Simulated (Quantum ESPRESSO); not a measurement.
# Band energies of CuO

```
CELL_PARAMETERS angstrom
      2.12473    -2.03043     0.00000
      2.12473     2.03043     0.00000
     -0.22534     0.00000     5.15580
ATOMIC_POSITIONS crystal
  O  0.51387 0.48613 0.25000
  O  0.48613 0.51387 0.75000
  Cu 0.50000 0.00000 0.50000
  Cu 0.00000 0.50000 0.00000
```

norm-conserving PBEsol (Quantum ESPRESSO, 92 Ry, without SOC); path ΓYFLI,I1ZF1,YX1,XΓN,MΓ; energies in eV from the Fermi level.

```csv
k (1/Å),point,band 21,band 22,band 23,band 24,band 25,band 26,band 27,band 28
0.00,Γ,-2.28,-2.25,-2.17,-1.82,0.60,0.71,1.31,5.88
0.42,,-2.24,-2.02,-1.97,-1.69,0.19,0.49,2.45,6.36
0.95,,-2.06,-2.02,-1.88,-1.42,-0.99,0.76,3.73,5.53
1.37,,-2.25,-2.22,-1.59,-1.18,-1.08,1.07,2.15,6.86
1.48,Y,-2.26,-2.25,-1.62,-1.10,-1.07,1.09,2.02,7.09
2.03,F,-1.85,-1.85,-1.29,-1.29,-0.72,-0.31,3.56,4.26
2.03,L,-1.83,-1.83,-1.30,-1.30,-0.52,-0.52,3.90,3.90
2.12,I,-1.84,-1.84,-1.32,-1.32,-0.51,-0.51,3.93,3.93
2.12,I1,-1.84,-1.84,-1.32,-1.32,-0.51,-0.51,3.93,3.93
2.32,,-1.91,-1.91,-1.45,-1.45,-0.46,-0.46,4.21,4.21
2.74,,-1.96,-1.96,-1.75,-1.75,-0.46,-0.46,4.78,4.78
3.26,,-2.13,-2.13,-1.50,-1.50,-0.15,-0.15,3.85,3.85
3.57,Z,-2.21,-2.21,-1.48,-1.48,0.09,0.09,3.37,3.37
3.78,,-2.19,-2.16,-1.49,-1.49,-0.08,0.00,3.60,3.62
4.20,,-2.12,-2.03,-1.67,-1.64,-0.48,-0.37,4.55,4.61
4.72,,-1.96,-1.94,-1.52,-1.50,-0.53,-0.39,4.03,4.49
5.03,F1,-1.85,-1.85,-1.29,-1.29,-0.72,-0.31,3.56,4.26
5.03,Y,-2.26,-2.25,-1.62,-1.10,-1.07,1.09,2.02,7.09
5.09,X1,-2.25,-2.25,-1.61,-1.11,-1.10,1.08,2.08,7.01
5.09,X,-2.25,-2.25,-1.61,-1.11,-1.10,1.08,2.08,7.01
5.41,,-2.17,-2.01,-1.71,-1.31,-1.30,0.92,3.30,5.83
5.94,,-2.21,-2.03,-1.95,-1.59,-0.26,0.56,3.40,5.74
6.36,,-2.24,-2.20,-2.13,-1.78,0.47,0.67,1.64,6.24
6.57,Γ,-2.28,-2.25,-2.17,-1.82,0.60,0.71,1.31,5.88
6.90,,-2.28,-2.07,-2.01,-1.78,0.34,0.62,2.00,6.58
7.43,,-2.16,-1.79,-1.59,-1.50,0.15,0.46,3.79,4.90
7.65,N,-2.17,-1.79,-1.47,-1.45,0.18,0.44,3.58,5.76
7.65,M,-2.27,-2.22,-1.91,-1.72,-0.16,0.67,4.19,5.76
7.76,,-2.26,-2.20,-1.90,-1.71,-0.22,0.66,4.22,5.69
8.31,,-2.16,-2.04,-1.82,-1.76,-0.21,0.48,3.15,5.32
8.86,Γ,-2.28,-2.25,-2.17,-1.82,0.60,0.71,1.31,5.88
```

A metal at this level: along this path bands 25, 26 cross the Fermi level.

The 3d shell has no Hubbard U; the runs are without spin polarisation, and magnetic order was not tried.

Geometry of the Materials Project entry, not relaxed at this level.
